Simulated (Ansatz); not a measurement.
**AlSiCN: computed property card**

AlSiCN:
```
CELL_PARAMETERS angstrom
      1.56754     0.90502     5.10420
     -1.56754     0.90502     5.10420
      0.00000    -1.81004     5.10420
ATOMIC_POSITIONS crystal
  Al 0.99474 0.99474 0.99474
  N  0.12716 0.12716 0.12716
  Si 0.50698 0.50698 0.50698
  C  0.62116 0.62116 0.62116
```

Space group R3m (No. 160); conventional cell a = b = 3.1351 Å, c = 15.3126 Å, α = β = 90.00°, γ = 120.00°.

Method: DFT-PBE in the program Ansatz with PAW potentials. Geometry: relaxed at this level of theory. Other levels are named where they apply.

Cell and energy:

* **Volume per atom**: 10.86 Å³
* **Density**: 3.10 g/cm³
* **Formation energy from the elements (no fitted shifts)**: -0.32 eV/atom

Electronic structure:

Band gap: 0.07 eV (indirect)
Valence-band maximum: at Γ
Conduction-band minimum: at F (3 equivalent valleys)
Smallest direct gap on the standard path: 0.38 eV
Electron effective mass: 0.22, 0.35, 0.49 mₑ (principal values)
Hole effective mass, band 1 of 2 at the edge: 1.3 along x, 4.9 along z (mₑ)
Hole effective mass, band 2 of 2 at the edge: 0.21 along x, 4.9 along z (mₑ)

Mechanics:

- Bulk modulus (Birch–Murnaghan fit): 1760 kbar
- Pressure derivative B′: 4.2

The start of the workflow was typed in or built on a structure type; neither database checked (COD, Materials Project) lists it. Its standing as an ambient phase is unchecked. The cell was relaxed with PBE under the symmetry of its start; whether a distortion lowers the energy is not shown. The references are the lowest solids computed at this level, not always the standard phases (solids in place of the gases).

Potentials: the later of the program's two PAW sets.
